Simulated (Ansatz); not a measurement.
# Calculated with Ansatz: Mn₂ZnAs₂, settings compared

The command:

```bash
ansatz run input.yaml --threads 1 --pin off --max-ram 2560MiB --backend cpu --events-out ev --progress --plain --runs-dir out
```

input.yaml:

```yaml
crystal:
  lattice:
    - [4.125674, 0.0, 0.0]
    - [-2.062837, 3.57294, 0.0]
    - [0.0, 0.0, 6.614767]
  atoms:
    - { symbol: Mn, position: [0.3333, 0.6667, 0.36944] }
    - { symbol: Mn, position: [0.6667, 0.3333, 0.63056] }
    - { symbol: As, position: [0.3333, 0.6667, 0.76793] }
    - { symbol: As, position: [0.6667, 0.3333, 0.23207] }
    - { symbol: Zn, position: [0.0, 0.0, 0.0] }
  symmetry: { tolerance: 0.0003 }
kpoints:
  mp_grid: { grid: [5, 5, 3], shift: [0, 0, 0] }
magnetization:
  spin_polarized: false
scf:
  occupations: { method: fermi_dirac, width: 0.0768 }
hamiltonian:
  pseudopotentials: { kind: paw }
  xc: pbe
basis:
  ecutwfc: 420
output:
  forces: true
  stress: true
  eigenvalues: true
```

Origin of the cell: a database entry, scaled a little.

Output of this run (shortened):

```
SCF iter   1: F=—  HF=-20826.443990 eV  Δρ=4.37e-3  dr2=1.15e-2
SCF iter   2: F=—  HF=-20826.445985 eV  Δρ=5.57e-3  dr2=1.00e-2
SCF iter   3: F=—  HF=-20826.443291 eV  Δρ=1.28e-3  dr2=5.47e-4
SCF iter   4: F=—  HF=-20826.443190 eV  Δρ=2.00e-4  dr2=3.05e-5
SCF iter   5: F=—  HF=-20826.443188 eV  Δρ=7.66e-5  dr2=2.99e-6
SCF iter   6: F=—  HF=-20826.443188 eV  Δρ=1.77e-5  dr2=3.14e-7
SCF iter   7: F=-20826.443188 eV  HF=-20826.443188 eV  Δρ=7.66e-6  dr2=3.65e-8
SCF 1 converged in 7 iterations: F = -20826.443188 eV  dr2 = 3.65e-8
SCF converged after 7 iterations
Free energy (F): -20826.443188 eV
Harris-Foulkes:  -20826.443188 eV  (|F-HF|=4.46e-8)
Internal energy: -20826.246294 eV  (E = F + TS)
E sigma→0 (E₀):  -20826.344741 eV
Entropy (-TS):   -0.196895 eV (-39.379 meV/atom)
Fermi energy:    10.090355 eV
--- Per-component energies (eV) ---
  E_band       = -1032.530752
  E_kinetic    = 939.117898
  E_local      = -9618.392254  (includes V_loc(G=0)·N_el)
  E_nonlocal   = -237.345871
  E_hartree    = 4459.104246
  E_xc         = -515.656956
  E_vxc        = -491.809953  (∫ρ·V_xc dr)
  E_paw        = -8104.372844  (= ΣΔE_a)
  E_vpaw       = -542.306559  (= ΣTr[D̂ρ^β])
  E_aug_tail   = -0.000353  (compensation charges beyond the density's cutoff)
  E_ewald      = -7748.700161
  E_smearing   = -0.196895  (= −TS)
  Σ components = -20826.443188   (vs F -20826.443188, Δ=0.00e0)
--- Forces (eV/Å), atoms counted from 1 ---
  atom   1  Mn    -0.000000     0.000000     0.894333
  atom   2  Mn     0.000000    -0.000000    -0.894333
  atom   3  As     0.000000    -0.000000    -1.995556
  atom   4  As    -0.000000     0.000000     1.995556
  atom   5  Zn    -0.000000     0.000000     0.000000
  max |Σ_I F_I| component: 2.22e-16 eV/Å
--- Stress (GPa, compression-positive) ---
      -15.581549       0.000000       0.000000
       -0.000000     -15.581549       0.000000
        0.000000       0.000000     -18.397033
  P = ⅓ Tr σ = -16.5200 GPa (-165.200 kbar)
```

The same input was run again with these changes:

1. `crystal.symmetry` { tolerance: 0.0003 } → { detect: false }
2. `crystal.symmetry` { tolerance: 0.0003 } → { detect: false }
3. `accuracy` default → medium
4. `scf.occupations.width` 0.0768 → default; `scf.occupations.method` fermi_dirac → tetrahedron_uncorrected

```tsv
run	end	SCF iterations	P (GPa)	max force component (eV/Å)	gap on mesh (eV)	moment (μB)	ΔE(σ→0) (meV/atom)
base	converged	7	-16.52	1.996	none	–	0
1	converged	7	-16.52	1.996	none	–	0.00
2	converged	7	-16.52	1.996	none	–	0.00
3	converged	7	-16.52	1.996	none	–	0.00
4	converged	10	-16.77	2.028	none	–	5.82
```

Energies are compared only where functional, datasets, charge and starting cell are the same.

Caveats of the base run: no spin polarisation, so a magnetic state may lie lower; the k mesh is coarse if the cell is a metal.

The base run took 3.8 s of wall time on 1 CPU thread(s) of a shared host, from the program's own first density.
